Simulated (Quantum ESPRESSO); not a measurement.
Al2SiNPO2, convergence and cost over cutoff and k mesh

A calculation, not a measurement. The program is pw.x of Quantum ESPRESSO 7.5 (plane-wave density functional theory). The cell is made up: 7 atoms on a wurtzite lattice with one site empty, with randomly drawn elements, strain and displacements, not relaxed. PseudoDojo standard norm-conserving files (v0.5 for PBE, v0.4.1 for LDA and PBEsol) set the functional; there is no spin polarisation, spin-orbit coupling or dispersion term, and the masses in the input are unused placeholders.

Input of the run in row 4:

```
&control calculation='scf', pseudo_dir='./dojo.nc.sr.pbe.v0_5.standard.upf', outdir='./o', disk_io='medium', tprnfor=.true., tstress=.true. /
&system ibrav=0, nat=7, ntyp=5, nbnd=22, ecutwfc=84.00895049, nosym=.true., tot_charge=0,
 occupations='smearing', smearing='fd', degauss=0.0018374661
/
&electrons conv_thr=7.350e-09, electron_maxstep=60, /
ATOMIC_SPECIES
Al 1.0 Al.upf
N 1.0 N.upf
O 1.0 O.upf
P 1.0 P.upf
Si 1.0 Si.upf
CELL_PARAMETERS angstrom
3.17 -0.037 -0.0022
-0.0641 5.5598 0.0531
-0.0035 0.0501 5.1201
ATOMIC_POSITIONS angstrom
Al 0.0216 -0.0601 -0.0258
Al 1.5819 0.9274 2.5674
Si -0.0745 3.6363 2.619
N -0.001 0.0818 2.0034
P 1.5618 2.7613 1.9249
O 1.5557 0.8055 4.4463
O -0.1344 3.7802 4.5535
K_POINTS automatic
6 4 4 1 1 1
```

The same cell was run at these settings. Meshes are shifted by half a step, and differences are from the last row, which is itself not exact.

| cutoff (eV) | k mesh | k points solved | threshold (eV) | free energy less the last row's (eV) | pressure (GPa) | largest stress difference (GPa) | largest force difference (eV/Å) | iterations | wall time (s) | k-point pools | processor |
| --- | --- | --- | --- | --- | --- | --- | --- | --- | --- | --- | --- |
| 800 | 2 x 2 x 2 | 4 | 1e-04 | -0.448 | 6.86 | 11.31 | 0.344 | 8 | 17 | 1 | AMD EPYC, Zen 5 class |
| 1143 | 1 x 1 x 1 | 1 | 1e-07 | -1.032 | 13.45 | 6.54 | 2.409 | 12 | 23 | 1 | AMD EPYC, Zen 5 class |
| 608 | 6 x 4 x 4 | 48 | 1e-07 | 3.234 | -9.60 | 22.46 | 0.179 | 11 | 89 | 1 | AMD EPYC, Zen 5 class |
| 1143 | 6 x 4 x 4 | 48 | 1e-07 | -0.004 | 12.42 | 0.08 | 0.008 | 11 | 185 | 1 | AMD EPYC, Zen 5 class |
| 1437 | 8 x 6 x 6 | 144 | 1e-07 | 0.000 | 12.44 | 0.00 | 0.000 | 11 | 878 | 1 | AMD EPYC, Zen 5 class |

Each pool is one process. Wall times include start-up and a band step at six k points, which weighs most on the coarsest meshes. The runs were on shared virtual cores whose load varied, so times are rough.